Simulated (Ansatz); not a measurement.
Here is the system:

Ge$_{2}$Mo:
```
CELL_PARAMETERS angstrom
      2.06643    -6.75282     0.00000
      2.06643     6.75282     0.00000
      0.00000     0.00000     3.42499
ATOMIC_POSITIONS crystal
  Ge 0.92731 0.07269 0.75000
  Ge 0.07269 0.92731 0.25000
  Ge 0.24131 0.75869 0.75000
  Ge 0.75869 0.24131 0.25000
  Mo 0.60640 0.39360 0.75000
  Mo 0.39360 0.60640 0.25000
```

This is the PBE-relaxed structure.

Q: All from PBE (plane waves, PAW; program Ansatz), unless another level is named. Estimate the electronic character.

A: metallic (no gap).

Q: Next, the density of states at the Fermi level?

A: 0.56 states/eV per atom (mean over ±0.08 eV).

Q: Next, the formation energy from the elements (no fitted shifts)?

A: 0.17 eV/atom.

Space group Cmcm. The cell is a constructed one: a structure type filled with these elements; neither database checked (COD, Materials Project) lists it. COD files the formula under space group No. 62, so this cell is another polymorph or a model. Whether it is the stable phase at ambient conditions was not checked. The cell was relaxed with PBE under the symmetry of its start; its stability against distortions is not shown here. The run is not spin-polarised. The references are the lowest solids computed at this level, not always the standard phases. Scalar-relativistic: spin–orbit coupling is off unless named, which matters more the heavier the elements.

Potentials: the later of the program's two PAW sets.
